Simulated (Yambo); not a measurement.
Yambo run on CdF2 (fluorite, space group Fm-3m, No. 225). The wavefunctions come from this Quantum ESPRESSO step (PBEsol, PseudoDojo standard norm-conserving files, fully relativistic):

```
&CONTROL
  calculation = 'nscf'
  pseudo_dir = './pseudo'
  outdir = './out'
/
&SYSTEM
  ibrav = 0
  nat = 3
  ntyp = 2
  ecutwfc = 102.0
  ecutrho = 408.0
  occupations = 'fixed'
  force_symmorphic = .true.
  nbnd = 165
  noncolin = .true.
  lspinorb = .true.
/
&ELECTRONS
  conv_thr = 3.0000000000000004e-09
  diago_full_acc = .true.
  diago_thr_init = 1e-08
/
ATOMIC_SPECIES
F 18.9984 F.upf
Cd 112.4140 Cd.upf
CELL_PARAMETERS angstrom
  0.000000000000   2.700520000000   2.700520000000
  2.700520000000   0.000000000000   2.700520000000
  2.700520000000   2.700520000000   0.000000000000
ATOMIC_POSITIONS crystal
F   0.250000000000   0.250000000000   0.250000000000
F   0.750000000000   0.750000000000   0.750000000000
Cd   0.000000000000   0.000000000000   0.000000000000
K_POINTS automatic
4 4 4 0 0 0
```

Yambo input:

```
rim_cut
gw0
dyson
el_el_corr
HF_and_locXC
ppa
em1d
RandQpts= 1000000
RandGvec= 1 Ry
EXXRLvcs= 102 Ry
VXCRLvcs= 408 Ry
Chimod= "HARTREE"
% BndsRnXp
 9 | 164 |
%
NGsBlkXp= 8 Ry
% LongDrXp
 1.0 | 1.0 | 1.0 |
%
PPAPntXp= 27.2114 eV
% GbndRnge
 1 | 164 |
%
GTermKind= "BG"
DysSolver= "n"
ExtendOut
% QPkrange
 1 | 1 | 32 | 36 |
 3 | 3 | 34 | 35 |
 7 | 7 | 34 | 35 |
 8 | 8 | 34 | 35 |
%
```

k points by index: 1 = Γ, 3 = L, 7 = X, 8 = W.

Resulting energies as the program prints them:

```
#    K-point    Band    Eo [eV]    E [eV]    E-Eo [eV]    Vxc [eV]    Vnlxc [eV]    Sc|Eo [eV]    Sc|E [eV]    dSc/dw|Eo [eV]    Re(Z)    Im(Z)
#
    1    32    -0.527764    -2.460987    -1.933223    -24.63595    -32.19854    5.167691    5.629363    -6.497891    0.807236    -0.001120
    1    33    -0.414109    -2.369361    -1.955253    -24.91334    -32.48170    5.153710    5.613114    -6.393136    0.809752    -0.001092
    1    34    -0.414109    -2.369361    -1.955253    -24.91334    -32.48170    5.153710    5.613114    -6.393136    0.809752    -0.001092
    1    35    2.926963    3.940423    1.013460    -12.65148    -8.084937    -3.399928    -3.553087    -4.112070    0.868722    -0.691255E-3
    1    36    2.926963    3.940423    1.013460    -12.65148    -8.084937    -3.399928    -3.553087    -4.112070    0.868722    -0.691255E-3
    3    34    -0.330339    -2.193727    -1.863388    -24.49308    -32.00416    5.196489    5.647693    -6.588539    0.805071    -0.001129
    3    35    7.028001    8.723472    1.695471    -16.97295    -11.53859    -3.435020    -3.738891    -4.876909    0.848016    -0.275665E-3
    7    34    -0.049412    -1.736625    -1.687213    -23.99785    -31.41207    5.295515    5.727001    -6.958448    0.796355    -0.001178
    7    35    7.849706    9.706522    1.856817    -16.48785    -10.49526    -3.806216    -4.135772    -4.829419    0.849272    -0.750584E-3
    8    34    0.000000    -1.674539    -1.674539    -24.09001    -31.52682    5.332148    5.762266    -6.988885    0.795646    -0.001179
    8    35    7.916520    9.802182    1.885662    -16.87882    -10.88433    -3.768027    -4.108834    -4.917805    0.846935    -0.001107
```
(The two width columns are left out.) Convergence of these settings isn't established.

Geometry of the Materials Project entry, not relaxed at this level.
